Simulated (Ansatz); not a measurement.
Data:

MoW:
```xyz
2
Lattice="0.0000 2.6060 2.6060 2.6060 0.0000 2.6060 2.6060 2.6060 0.0000" Properties=species:S:1:pos:R:3 pbc="T T T"
Mo     0.0000     0.0000     0.0000
W      2.6060     2.6060     2.6060
```

This is the r²SCAN-relaxed structure.

Question: All from plane-wave PAW r²SCAN (Ansatz code), unless another level is named. Estimate the density of states at the Fermi level.

Answer: 1.1 states/eV per atom (mean over ±0.08 eV).

Question: Next, the formation energy from the elements (no fitted shifts)?

Answer: 1.40 eV/atom.

Question: Next, the gap with spin–orbit coupling?

Answer: none (metallic).

Space group Fm-3m (rock salt). The start of the workflow was typed in or built on a structure type; neither database checked (COD, Materials Project) lists it. Whether it is the stable phase at ambient conditions was not checked. Symmetry was held in the r²SCAN relaxation. At this level the phase is mechanically unstable. No spin polarisation was allowed. Its formation energy is positive at this level, so the cell may be metastable or incomplete. The references are the lowest solids computed at this level, not always the standard phases. Scalar-relativistic: spin–orbit coupling is off unless named, which matters more the heavier the elements.

Potentials: the earlier of the program's two PAW sets.
